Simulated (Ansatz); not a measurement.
Here is the system:

TiAl$_{3}$:
```yaml
crystal:
  lattice:
    - [-1.88943, 1.88943, 4.24235]
    - [1.88943, -1.88943, 4.24235]
    - [1.88943, 1.88943, -4.24235]
  atoms:
    - { symbol: Al, position: [0.50000, 0.50000, 0.00000] }
    - { symbol: Al, position: [0.75000, 0.25000, 0.50000] }
    - { symbol: Al, position: [0.25000, 0.75000, 0.50000] }
    - { symbol: Ti, position: [0.00000, 0.00000, 0.00000] }
```

This is the LDA-relaxed structure. Tensor components refer to the Cartesian frame of this cell.

**Question.** All from plane-wave PAW LDA (Ansatz code), unless another level is named. Predict the Hill bulk and shear moduli.

**Answer.** 117 and 96.3 GPa.

**Question.** Next, the highest zone-centre frequency?

**Answer.** 355 cm^-1.

**Question.** What about the elastic constants (relaxed ions, GPa)?

**Answer.** C11 = 211, C12 = 94.8, C13 = 50.2, C33 = 238, C44 = 102, C66 = 141.

Space group I4/mmm. Symmetry was held in the LDA relaxation; of distortions, only those at the zone centre were tested. The run is not spin-polarised. As this level gives no gap, shear constants depend on the k-mesh and smearing (Fermi–Dirac, 0.1 eV here). As this level gives no gap, phonon frequencies hold no LO–TO term and depend on the k-mesh and smearing (Fermi–Dirac, 0.1 eV here).

Potentials: the later of the program's two PAW sets.
